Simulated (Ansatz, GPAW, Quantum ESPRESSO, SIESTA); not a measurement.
CsLiCr2Te2S3: 4 runs at one level of theory

```
CELL_PARAMETERS angstrom
3.42162 -5.18069 0.00784
3.42162 5.18069 0.00784
-2.90411 0.00000 7.43093
ATOMIC_POSITIONS crystal
Cs 0.08534 0.08622 0.00516
Li 0.58392 0.58588 0.55856
Cr 0.06365 0.47236 0.56229
Cr 0.46962 0.05897 0.55660
Te 0.56271 0.86673 0.28451
Te 0.87331 0.56353 0.29533
S 0.81158 0.38886 0.72986
S 0.39649 0.81693 0.73367
S 0.20642 0.21106 0.48262
```

The cell comes from a database or a generator and needn't be the stable form of this composition.

Atoms were shifted at random by some hundredths of an Å from the given cell, which wasn't relaxed again for these runs.

Alike in all runs: task single point; functional PBE; k mesh 5 × 5 × 4; occupations fermi-dirac, width 0.05 eV; collinear spin, ferromagnetic start; no spin-orbit coupling. Pressure is positive in compression and, in plane waves, holds the error of the finite cutoff.

```
                                                                                                        program and potentials  plane-wave cutoff (eV)                                                  notes  pressure (GPa)  net moment per atom (μB)  largest force (eV/Å)  energy over the undisturbed cell (meV/atom)
                                                                                     Quantum ESPRESSO, SSSP 1.3 efficiency PBE                     748              7.78 valence electrons an atom on average            0.35                      0.45                 0.534                                         3.15
                                                                                    GPAW, GPAW PAW data sets (gpaw-data 1.2.1)                     800              5.78 valence electrons an atom on average            0.48                      0.45                 0.644                                         3.99
SIESTA, files PseudoDojo sr-pbe-0.4.1-standard, DZP (energy shift 0.003 Ry; two zetas on semicore shells; d shell added on Cs)                       -  atomic basis; 10 valence electrons an atom on average            0.73                      0.45                 0.512                                         3.44
                                                                                Ansatz, all-electron LAPW, scalar-relativistic                       -                                                      -            0.28                      0.45                 0.569                                            -
```

Force on atom 4 (Cr), eV/Å:

| program and potentials | x | y | z |
| --- | --- | --- | --- |
| Quantum ESPRESSO, SSSP 1.3 efficiency PBE | -0.287 | 0.075 | -0.444 |
| GPAW, GPAW PAW data sets (gpaw-data 1.2.1) | -0.276 | -0.035 | -0.581 |
| SIESTA, files PseudoDojo sr-pbe-0.4.1-standard, DZP (energy shift 0.003 Ry; two zetas on semicore shells; d shell added on Cs) | -0.322 | 0.128 | -0.371 |
| Ansatz, all-electron LAPW, scalar-relativistic | -0.275 | 0.034 | -0.497 |

The pressure spans 0.28 (Ansatz, all-electron LAPW, scalar-relativistic) to 0.73 GPa (SIESTA, files PseudoDojo sr-pbe-0.4.1-standard, DZP (energy shift 0.003 Ry; two zetas on semicore shells; d shell added on Cs)), with all-electron results at 0.28. All agree on the net moment per atom. The state is the one that the start led to, which needn't be the lowest. Rows in atomic bases carry the error of their basis and grid, which can be large.

Differences between rows come from potentials, basis sets and numerical settings, since the functional is the same but for its coding. Runs on potential files found faulty are left out.
